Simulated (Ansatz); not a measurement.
Rb₂AlH₄: computed properties

Method: Ansatz 0.2.0, DFT PBE, scalar-relativistic, plane waves, PAW.

Cutoff 420 eV; k points 14×14×14 on the computed 7-atom cell (Γ-centred); Gaussian smearing, width 0.10 eV; no spin polarisation.

The structure is relaxed at this level of theory with its symmetry kept, and needn't be the ground state of this composition.

```cif
data_structure
_symmetry_space_group_name_H-M 'P 1'
_symmetry_Int_Tables_number 1
_cell_length_a 9.8667
_cell_length_b 9.8667
_cell_length_c 9.8667
_cell_angle_alpha 157.328
_cell_angle_beta 157.328
_cell_angle_gamma 32.279
_cell_volume 142.60
loop_
_atom_site_label
_atom_site_type_symbol
_atom_site_fract_x
_atom_site_fract_y
_atom_site_fract_z
_atom_site_occupancy
Rb1 Rb 0.36727 0.36727 0.00000 1
Rb2 Rb 0.63273 0.63273 0.00000 1
Al1 Al 0.00000 0.00000 0.00000 1
H1 H 0.00000 0.50000 0.50000 1
H2 H 0.08786 0.08786 0.00000 1
H3 H 0.50000 0.00000 0.50000 1
H4 H 0.91214 0.91214 0.00000 1
```

```json
{
  "Space group": "I4/mmm (No. 139)",
  "Volume per atom": "20.37 Å³",
  "Formation energy from the elements' standard states (uncorrected)": "-0.095 eV/atom",
  "Kohn–Sham band gap": "none (metal)",
  "Density of states at the Fermi level": "1.2 states/eV per cell",
  "Orbital (Löwdin) character within 0.5 eV of the Fermi level": "Rb 5s 55 %, Al 3s 19 %, H 1s 9 %, unprojected 10 %"
}
```

The cell was found from a structure generator's guess, not taken from experiment. Löwdin shares on free-atom orbitals overweight diffuse shells.
